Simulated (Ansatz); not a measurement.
Sc2C:
```cif
data_C2Sc4
_chemical_formula_sum 'Sc4 C2'
_space_group_name_H-M_alt 'P4/nmm :1'
_space_group_IT_number 129
_space_group_name_Hall 'P 4ab 2ab -1ab'
_cell_length_a 3.57571
_cell_length_b 3.57571
_cell_length_c 6.41392
_cell_angle_alpha 90.000
_cell_angle_beta 90.000
_cell_angle_gamma 90.000
loop_
_space_group_symop_operation_xyz
  'x, y, z'
  '-y+1/2, x+1/2, z'
  '-x, -y, z'
  'y+1/2, -x+1/2, z'
  'x+1/2, -y+1/2, -z'
  '-y, -x, -z'
  '-x+1/2, y+1/2, -z'
  'y, x, -z'
  '-x+1/2, -y+1/2, -z'
  'y, -x, -z'
  'x+1/2, y+1/2, -z'
  '-y, x, -z'
  '-x, y, z'
  'y+1/2, x+1/2, z'
  'x, -y, z'
  '-y+1/2, -x+1/2, z'
loop_
_atom_site_label
_atom_site_type_symbol
_atom_site_symmetry_multiplicity
_atom_site_Wyckoff_symbol
_atom_site_fract_x
_atom_site_fract_y
_atom_site_fract_z
_atom_site_occupancy
Sc1 Sc 2 a 0.00000 0.00000 0.00000 1
Sc2 Sc 2 c 0.50000 0.00000 0.37529 1
C1 C 2 c 0.00000 0.50000 0.26948 1
```

Relaxed with LDA.

Decompose the optical modes at the zone centre into irreducible representations, and say which are infrared and Raman allowed.

Point group 4/mmm: Γ_opt = 2A1g + 2A2u + B1g + 3Eg + 2Eu. Infrared: A2u, Eu. Raman: A1g, B1g, Eg.

Assign frequencies (DFPT, the program Ansatz at the LDA level (PAW)).

B1g 119i, Eu 122, Eg 197, Eg 220, Eu 247, A2u 270, Eg 273, A1g 273, A2u 432, A1g 437 cm⁻¹.

Subscripts of B labels follow the axes of the standard setting.

The cell is a constructed one: a structure type filled with these elements; neither database checked (COD, Materials Project) lists it. Whether it is the stable phase at ambient conditions was not checked. The LDA relaxation kept the symmetry of its start. At this level the phase is dynamically unstable (imaginary phonons). The run is not spin-polarised. As this level gives no gap, phonon frequencies hold no LO–TO term and depend on the k-mesh and smearing (Fermi–Dirac, 0.1 eV here).

Potentials: the earlier of the program's two PAW sets. The files were generated under PBE; for other functionals the program regenerates the frozen cores, and for LDA and PBEsol the local potential too.
